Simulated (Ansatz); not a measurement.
# Diamond alloy of Si and Ge (24 of 64 Si sites exchanged), 64 atoms

Ansatz, PAW, plane waves. PBEsol relaxation of volume and atoms (shape held) at the single k point (¼, ¼, ¼) without its symmetry partners; single points on the relaxed atoms at the Γ point alone, onto which points of the small cell's zone fold. Arrangement: unlike neighbours preferred. No spin–orbit coupling unless named.

Relaxed structure:

```yaml
crystal:
  lattice:
    - [11.02410, 0.00000, 0.00000]
    - [0.00000, 11.02410, 0.00000]
    - [0.00000, 0.00000, 11.02410]
  atoms:
    - { symbol: Ge, position: [0.00179, 0.00140, 0.99864] }
    - { symbol: Ge, position: [0.49940, 0.50049, 0.49914] }
    - { symbol: Ge, position: [0.12642, 0.12266, 0.62451] }
    - { symbol: Ge, position: [0.12524, 0.62581, 0.12463] }
    - { symbol: Ge, position: [0.62373, 0.62496, 0.12493] }
    - { symbol: Ge, position: [0.25035, 0.25012, 0.00145] }
    - { symbol: Ge, position: [0.24972, 0.75061, 0.49931] }
    - { symbol: Ge, position: [0.74705, 0.24741, 0.99873] }
    - { symbol: Ge, position: [0.74971, 0.25080, 0.50204] }
    - { symbol: Ge, position: [0.37439, 0.87525, 0.12499] }
    - { symbol: Ge, position: [0.87661, 0.37547, 0.12618] }
    - { symbol: Ge, position: [0.87277, 0.87327, 0.12628] }
    - { symbol: Ge, position: [0.87248, 0.87575, 0.62360] }
    - { symbol: Ge, position: [0.24947, 0.49973, 0.74987] }
    - { symbol: Ge, position: [0.74934, 0.50160, 0.75048] }
    - { symbol: Ge, position: [0.37420, 0.12291, 0.37648] }
    - { symbol: Ge, position: [0.87552, 0.12269, 0.37219] }
    - { symbol: Ge, position: [0.87448, 0.62529, 0.37625] }
    - { symbol: Ge, position: [0.99862, 0.25139, 0.75140] }
    - { symbol: Ge, position: [0.00134, 0.74916, 0.75205] }
    - { symbol: Ge, position: [0.50160, 0.25163, 0.24860] }
    - { symbol: Ge, position: [0.49887, 0.24862, 0.74996] }
    - { symbol: Ge, position: [0.50064, 0.75138, 0.75145] }
    - { symbol: Ge, position: [0.12656, 0.37548, 0.37570] }
    - { symbol: Si, position: [0.00064, 0.99782, 0.49768] }
    - { symbol: Si, position: [0.99904, 0.50078, 0.99847] }
    - { symbol: Si, position: [0.99990, 0.49982, 0.50219] }
    - { symbol: Si, position: [0.50082, 0.00041, 0.99908] }
    - { symbol: Si, position: [0.50108, 0.99804, 0.50208] }
    - { symbol: Si, position: [0.49708, 0.49963, 0.99839] }
    - { symbol: Si, position: [0.12551, 0.12570, 0.12790] }
    - { symbol: Si, position: [0.12355, 0.62372, 0.62361] }
    - { symbol: Si, position: [0.62342, 0.12143, 0.12474] }
    - { symbol: Si, position: [0.62434, 0.12232, 0.62571] }
    - { symbol: Si, position: [0.62497, 0.62723, 0.62412] }
    - { symbol: Si, position: [0.25168, 0.25038, 0.50174] }
    - { symbol: Si, position: [0.25045, 0.74974, 0.99740] }
    - { symbol: Si, position: [0.74920, 0.74980, 0.99789] }
    - { symbol: Si, position: [0.74595, 0.75007, 0.49909] }
    - { symbol: Si, position: [0.37593, 0.37837, 0.12484] }
    - { symbol: Si, position: [0.37379, 0.37352, 0.62391] }
    - { symbol: Si, position: [0.37578, 0.87692, 0.62584] }
    - { symbol: Si, position: [0.87603, 0.37744, 0.62534] }
    - { symbol: Si, position: [0.24632, 0.99953, 0.24993] }
    - { symbol: Si, position: [0.25280, 0.99826, 0.75112] }
    - { symbol: Si, position: [0.25286, 0.50119, 0.24924] }
    - { symbol: Si, position: [0.74481, 0.99810, 0.25005] }
    - { symbol: Si, position: [0.74807, 0.00085, 0.75090] }
    - { symbol: Si, position: [0.74914, 0.49920, 0.25077] }
    - { symbol: Si, position: [0.37487, 0.12213, 0.87571] }
    - { symbol: Si, position: [0.37504, 0.62579, 0.37236] }
    - { symbol: Si, position: [0.37485, 0.62537, 0.87673] }
    - { symbol: Si, position: [0.87260, 0.12356, 0.87271] }
    - { symbol: Si, position: [0.87476, 0.62569, 0.87825] }
    - { symbol: Si, position: [0.00216, 0.24887, 0.24922] }
    - { symbol: Si, position: [0.00079, 0.75109, 0.25200] }
    - { symbol: Si, position: [0.49949, 0.75095, 0.25240] }
    - { symbol: Si, position: [0.12358, 0.37658, 0.87736] }
    - { symbol: Si, position: [0.12366, 0.87582, 0.37362] }
    - { symbol: Si, position: [0.12949, 0.87542, 0.87465] }
    - { symbol: Si, position: [0.62692, 0.37641, 0.37476] }
    - { symbol: Si, position: [0.62199, 0.37631, 0.87605] }
    - { symbol: Si, position: [0.62318, 0.87474, 0.37616] }
    - { symbol: Si, position: [0.62706, 0.87746, 0.87710] }
```

(1) What are the mean bond lengths by pair (pairs within 1.2 times the sum of covalent radii, less contacts 15 % beyond the pair's median; cation–cation pairs of compounds aside; long ionic contacts are cut short by that bound)?

(2) What gap lies between the top filled and the lowest empty level in the single points?

Results:

(1) Ge–Ge 2.445 ± 0.004 Å (standard deviation, 6 bonds); Ge–Si 2.398 ± 0.005 Å (standard deviation, 84 bonds); Si–Si 2.354 ± 0.006 Å (standard deviation, 38 bonds).

(2) HSE06 1.16 eV (4.8 min on 7 threads of Neoverse-V2). An indirect band minimum needn't fold onto Γ of this cell; where it doesn't, these gaps are too wide.
